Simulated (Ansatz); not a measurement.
**Cd: stationary points along a deformation path**

These are results of DFT PBE, scalar-relativistic, plane waves, PAW (Ansatz 0.2.0), not measurements. Settings: plane waves to 420 eV, k-mesh 24×24×10 (Γ-centred), Gaussian smearing 0.15 eV. No spin polarisation. Energies are free energies at this smearing, counted from the undisturbed cell; pressure is positive in compression.

The undisturbed cell (as given, not relaxed at this level; it stands at 2.9 GPa):

```
Cd
1.0
     2.97887    0.00000    0.00000
    -1.48944    2.57978    0.00000
     0.00000    0.00000    5.61765
Cd
2
Direct
  0.33333 0.66667 0.25000
  0.66667 0.33333 0.75000
```

At fixed volume and fractional coordinates, lengths along (0.000, 0.000, 1.000) are scaled against those across it; ρ is that ratio over its starting value. V = 21.585 Å³/atom. Δσ is the stress along the axis less the mean stress across it (compression positive).

| ρ | ΔE (meV/atom) | Δσ (GPa) | space group |
| --- | --- | --- | --- |
| 0.800 | 16.2 | 1.05 | P6_3/mmc |
| 0.850 | 12.0 | 1.04 | P6_3/mmc |
| 0.920 | 3.5 | 0.76 | P6_3/mmc |
| 0.960 | 1.2 | 0.66 | P6_3/mmc |
| 1.000 | 0.0 | -0.39 | P6_3/mmc |
| 1.050 | 8.3 | -3.45 | P6_3/mmc |
| 1.100 | 28.7 | -6.10 | P6_3/mmc |
| 1.200 | 99.9 | -13.27 | P6_3/mmc |
| 1.300 | 226.4 | -22.17 | P6_3/mmc |

Q: How does the stress give the slope of the energy, and where is the energy stationary?

A: Along the path d ln(length) is 2/3 d ln ρ on the axis and −1/3 d ln ρ across it, so dE/d ln ρ = −(2/3) V Δσ: the energy falls with ρ where Δσ is positive. Δσ vanishes or changes sign between ρ = 0.960 and 1.000, a minimum (near 0.98 by linear interpolation). Pairs of stationary points between two samples would go unseen, and could change a minimum read from distant neighbours into a maximum.

Q: Integrate that slope from ρ = 1 to 1.200 by the trapezoid rule.

A: With V/N in Å³ and 1 eV/Å³ = 160.2 GPa the slopes at ρ = 1.000, 1.050, 1.100, 1.200 are 35, 310, 548, 1192 meV/atom per unit of ln ρ. The steps add 8.4 + 19.9 + 75.7 = 104.0 meV/atom, against 99.9 from the energies; the trapezoid rule misses the curvature of the slope within each step.

In a metal these slopes depend on the k mesh and the smearing.